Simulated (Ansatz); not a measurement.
(001) slab cut from the bulk of Cu, P6_3/mmc (No. 194); the slab's formula is Cu:

```xyz
6
Lattice="2.5206 0.0000 0.0000 -1.2603 2.1829 0.0000 0.0000 0.0000 25.2913" Properties=species:S:1:pos:R:3 pbc="T T T"
Cu    1.2603    0.7276    7.5000
Cu    0.0000    1.4553    9.5583
Cu    1.2603    0.7276   11.6165
Cu    0.0000    1.4553   13.6748
Cu    1.2603    0.7276   15.7330
Cu    0.0000    1.4553   17.7913
```

All numbers below come from Ansatz, DFT PBEsol, scalar-relativistic, plane waves, PAW. Settings: cutoff 420 eV, Γ-centred mesh 15×15×1 on the computed 6-atom cell, Gaussian smearing of 0.10 eV; no spin polarisation. A dipole correction removes the field between periodic images along c.

Problem. What forces act on the atoms?

Solution.
| atom | Fx (eV/Å) | Fy (eV/Å) | Fz (eV/Å) |
| --- | --- | --- | --- |
| Cu1 | 0.000 | 0.000 | 0.052 |
| Cu2 | 0.000 | 0.000 | -0.073 |
| Cu3 | 0.000 | 0.000 | -0.051 |
| Cu4 | 0.000 | 0.000 | 0.051 |
| Cu5 | 0.000 | 0.000 | 0.073 |
| Cu6 | 0.000 | 0.000 | -0.052 |

The reference crystal is a form of Cu, which isn't its usual structure.

Cost: 1 run of about 0.75 core-minutes, on Arm Neoverse V1 (shared hosts).